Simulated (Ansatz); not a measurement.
A plane-wave DFT run in Ansatz 0.2.0 (scalar-relativistic PAW potentials unless the input names others): input and command.

```yaml
crystal:
  lattice:
    - [0.0, 2.1337134514, 2.1337134514]
    - [2.1337134514, 0.0, 2.1337134514]
    - [2.1337134514, 2.1337134514, 0.0]
  atoms:
    - { symbol: Ni, position: [0.0, 0.0, 0.0], spin: 1.91 }
    - { symbol: O, position: [0.5, 0.5, 0.5], spin: 0.21 }
kpoints:
  mp_grid: { grid: [12, 12, 12] }
hamiltonian:
  xc: pbe
  hubbard: { sites: [{ species: Ni, l: d, u_eff: 6.2 }] }
  pseudopotentials: { kind: nc }
  dispersion: d3bjatm
scf:
  occupations: { method: gaussian, width: 0.05 }
output:
  forces: true
  eigenvalues: true
  stress: true
magnetization:
  spin_polarized: true
```

```bash
ansatz run input.yaml --threads 1 --pin off --max-ram 2560MiB --backend cpu --events-out ev --progress --plain --runs-dir out
```

Abridged log:
```
Pseudopotentials: kind: nc
Pseudopotential: Ni, nc, valence charge 18, recommended cutoff 1400 eV (normal), Ni.nc.azcp
Pseudopotential: O, nc, valence charge 6, recommended cutoff 1240 eV (normal), O.nc.azcp
Functional definition: PBE
Crystal: 2 atoms, lattice volume = 19.428 Å³
Basis set: ecut = 1400 eV, 2277 PW (Γ), exchange–correlation on 80×80×80 points (8 copies of the dense FFT grid, shifted against one another)
Bands: 18, of which v1, the nominal top of the filled ones, is band 12 counted from 1 (11 counted from 0)
Symmetry: 48 space group operations
Space group: Fm-3m (ITA 225), of the structure as read, at distance tolerance 2.7e-5 Å
Magnetic group: BNS 225.116 (UNI 1618), of the structure as read, at distance tolerance 2.7e-5 Å
k-points: 72 of 1728
Initial density: superposition of atomic densities (chi_scale 0.1, normalization cell, long waves kept (reshape's long-wave potential 0.00 eV rms))
Starting moments: Σ|m| = 2.12 μB on 2 of 2 sites
Initial wavefunctions: pseudopotential atomic-orbital guess
Functional: x = pbe(κ = 0.804, μ = 0.21951497), c = pbe(β = 0.06672455)
SCF iter   1: F=—  HF=-5100.269497 eV  |F-HF|=—  |Δ(HF+E_count)|=         —  Δρ=3.80e-1 (↑1.32e-1 ↓3.80e-1) dr2=3.55e1  dr2_m=4.22e0  M=0.685 μB ∫|m|=0.690 μB  β_m=0.30  ethr=3.10e-3  ⟨swp⟩=5.2  Hψ=12736  notcnv=0
SCF iter   2: F=—  HF=-5095.995770 eV  |F-HF|=—  |Δ(HF+E_count)|=    4.27e0  Δρ=1.51e-1 (↑6.92e-2 ↓1.51e-1) dr2=7.31e-1  dr2_m=1.31e0  M=1.802 μB ∫|m|=1.803 μB  β_m=1.00  ethr=3.10e-3  ⟨swp⟩=3.0  Hψ=6838  notcnv=0  defer=171
SCF iter   3: F=—  HF=-5097.096987 eV  |F-HF|=—  |Δ(HF+E_count)|=    1.10e0  Δρ=1.10e-1 (↑5.15e-2 ↓1.10e-1) dr2=7.41e-1  dr2_m=2.56e-1  M=2.000 μB ∫|m|=2.013 μB  β_m=0.30  ethr=3.04e-3  ⟨swp⟩=2.5  Hψ=5027  notcnv=0  defer=175
SCF iter   4: F=—  HF=-5097.675029 eV  |F-HF|=—  |Δ(HF+E_count)|=   5.78e-1  Δρ=4.39e-2 (↑3.15e-2 ↓4.39e-2) dr2=2.39e-1  dr2_m=1.42e-1  M=2.000 μB ∫|m|=2.007 μB  β_m=1.00  ethr=3.04e-3  ⟨swp⟩=3.6  Hψ=5912  notcnv=0  defer=178
SCF iter   5: F=—  HF=-5098.025725 eV  |F-HF|=—  |Δ(HF+E_count)|=   3.51e-1  Δρ=4.46e-2 (↑1.49e-2 ↓4.46e-2) dr2=2.16e-1  dr2_m=5.48e-2  M=2.000 μB ∫|m|=2.019 μB  β_m=0.30  ethr=9.96e-4  ⟨swp⟩=2.8  Hψ=5525  notcnv=0  defer=177
SCF iter   6: F=—  HF=-5098.229793 eV  |F-HF|=—  |Δ(HF+E_count)|=   2.04e-1  Δρ=3.15e-2 (↑4.80e-3 ↓3.15e-2) dr2=1.02e-1  dr2_m=4.62e-2  M=2.000 μB ∫|m|=2.018 μB  β_m=0.30  ethr=9.00e-4  ⟨swp⟩=1.9  Hψ=2867  notcnv=0  defer=177
SCF iter   7: F=—  HF=-5098.331849 eV  |F-HF|=—  |Δ(HF+E_count)|=   1.02e-1  Δρ=1.78e-2 (↑8.56e-3 ↓1.78e-2) dr2=9.93e-3  dr2_m=2.94e-2  M=2.000 μB ∫|m|=2.015 μB  β_m=0.30  ethr=4.27e-4  ⟨swp⟩=2.3  Hψ=4249  notcnv=0  defer=182
SCF iter   8: F=—  HF=-5098.393780 eV  |F-HF|=—  |Δ(HF+E_count)|=   6.19e-2  Δρ=1.16e-2 (↑1.16e-2 ↓1.01e-2) dr2=3.26e-4  dr2_m=2.10e-2  M=2.000 μB ∫|m|=2.014 μB  β_m=0.30  ethr=4.14e-5  ⟨swp⟩=2.0  Hψ=4233  notcnv=0  defer=182
   ...
SCF iter  11: F=—  HF=-5098.463849 eV  |F-HF|=—  |Δ(HF+E_count)|=   1.38e-2  Δρ=9.79e-3 (↑9.79e-3 ↓2.62e-3) dr2=8.27e-3  dr2_m=6.72e-3  M=2.000 μB ∫|m|=2.011 μB  β_m=0.30  ethr=1.36e-6  ⟨swp⟩=3.2  Hψ=5873  notcnv=0  defer=182
Mixer restart at iter 11: flushing history
spin-set hold released at iteration 11 (site moments contracting): the magnetisation degrees of freedom join the quasi-Newton model from the next iteration; the mixer history was flushed
SCF iter  12: F=—  HF=-5098.468371 eV  |F-HF|=—  |Δ(HF+E_count)|=   4.52e-3  Δρ=7.17e-3 (↑5.34e-3 ↓7.17e-3) dr2=1.37e-3  dr2_m=6.49e-3  M=2.000 μB ∫|m|=2.012 μB  β_m=0.44  ethr=1.36e-6  ⟨swp⟩=2.2  Hψ=5450  notcnv=0  defer=182
SCF iter  13: F=—  HF=-5098.473918 eV  |F-HF|=—  |Δ(HF+E_count)|=   5.55e-3  Δρ=4.42e-3 (↑4.17e-3 ↓4.42e-3) dr2=2.23e-5  dr2_m=3.28e-3  M=2.000 μB ∫|m|=2.011 μB  β_m=0.45  ethr=1.36e-6  ⟨swp⟩=2.1  Hψ=4245  notcnv=0  defer=182
SCF iter  14: F=—  HF=-5098.478108 eV  |F-HF|=—  |Δ(HF+E_count)|=   4.19e-3  Δρ=1.88e-3 (↑1.88e-3 ↓1.87e-3) dr2=2.65e-5  dr2_m=6.05e-4  M=2.000 μB ∫|m|=2.009 μB  β_m=0.70  ethr=9.28e-8  ⟨swp⟩=3.0  Hψ=5407  notcnv=0  defer=182
SCF iter  15: F=—  HF=-5098.478810 eV  |F-HF|=—  |Δ(HF+E_count)|=   7.02e-4  Δρ=4.97e-4 (↑4.97e-4 ↓2.51e-4) dr2=4.04e-5  dr2_m=8.89e-6  M=2.000 μB ∫|m|=2.009 μB  β_m=0.63  ethr=9.28e-8  ⟨swp⟩=2.5  Hψ=4785  notcnv=0  defer=182
SCF iter  16: F=—  HF=-5098.478800 eV  |F-HF|=—  |Δ(HF+E_count)|=   9.34e-6  Δρ=1.21e-4 (↑8.19e-5 ↓1.21e-4) dr2=2.46e-7  dr2_m=1.72e-6  M=2.000 μB ∫|m|=2.008 μB  β_m=0.81  ethr=9.28e-8  ⟨swp⟩=2.4  Hψ=3965  notcnv=0  defer=182
SCF iter  17: F=-5098.478801 eV  HF=-5098.478801 eV  |F-HF|=1.08e-8  |Δ(HF+E_count)|=   9.54e-7  Δρ=2.34e-5 (↑2.34e-5 ↓1.55e-5) dr2=2.10e-8  dr2_m=5.51e-8  M=2.000 μB ∫|m|=2.008 μB  β_m=0.91  ethr=4.17e-10  ⟨swp⟩=11.3  Hψ=13453  notcnv=0
SCF iter  18: F=-5098.478801 eV  HF=-5098.478801 eV  |F-HF|=1.81e-10  |Δ(HF+E_count)|=   3.10e-8  Δρ=1.75e-6 (↑1.56e-6 ↓1.75e-6) dr2=4.23e-11  dr2_m=4.58e-10  M=2.000 μB ∫|m|=2.008 μB  ethr=8.74e-11  ⟨swp⟩=1.9  Hψ=8110  notcnv=0
WARN: dispersion: an atom stands within reach of a switch of its C6 between two reference coordination numbers of its element: through that C6 alone, e_disp changes by 0.025 eV or more while the distances to its neighbours run over a stretch of 0.05 Å that contains this geometry (sites counted from 0 in the run's list of atoms or, in a supercell that it derives, in that cell's: here a list of 2) — site 0 (Ni): coordination number 4.771 (about 3.91 to 5.63 with every neighbour 0.05 Å farther or nearer), switch near 4.043 between the references 6.292 (weight 0.97) and 1.794 (weight 0.00), e_disp ...
SCF 1 converged in 18 iterations: F = -5098.478801 eV  dr2 = 4.23e-11
SCF converged after 18 iterations
Magnetization: 2.0000 μB (13.0000 up, 11.0000 down)
Absolute magnetization: 2.0082 μB (∫|ρ↑−ρ↓|)
Spin contamination: 0.0018 ħ² per cell (⟨S²⟩ above its minimum at these occupations)
Per-site moments (μB) at R_I (Å): [(1.74373696, 0.88015679), (0.19368877, 0.88015679)]
Free energy (F): -5098.478801 eV
Harris-Foulkes:  -5098.478801 eV  (|F-HF|=1.81e-10)
Internal energy: -5098.478801 eV  (E = F + TS)
E sigma→0 (E₀):  -5098.478801 eV
Fermi energy:    13.399671 eV
  E_disp       = -0.461453  (pairwise vdW)
--- Forces (eV/Å), atoms counted from 1 ---
  atom   1  Ni     0.00000000     0.00000000     0.00000000
  atom   2  O      0.00000000     0.00000000     0.00000000
--- Stress (GPa, compression-positive) ---
       -3.601243       0.000000       0.000000
        0.000000      -3.601243       0.000000
        0.000000       0.000000      -3.601243
  P = ⅓ Tr σ = -3.6012 GPa (-36.012 kbar)
Occupation matrices written to <dir>
```

Apart from outputs and empty bands, the input differs from a reference run on usual settings in hamiltonian.pseudopotentials: not typed → {"kind": "nc"}; hamiltonian.dispersion: not typed → "d3bjatm"; basis.ecutwfc: 420 → not typed. The reference, at the same geometry, gave pressure 0.04 GPa, largest force 0.000 eV/Å, gap on the mesh 1.94 eV. This run converged in 18 SCF iterations (reference: 17) with a total energy on another zero, pressure -3.60 GPa, largest force 0.000 eV/Å, gap on the mesh 2.03 eV.

Moments start parallel, and another magnetic order may lie lower.

Time: 18 s on 1 thread of AMD EPYC 7R43 64-Core Processor (Zen 3), on a shared host, peak memory 0.56 GiB.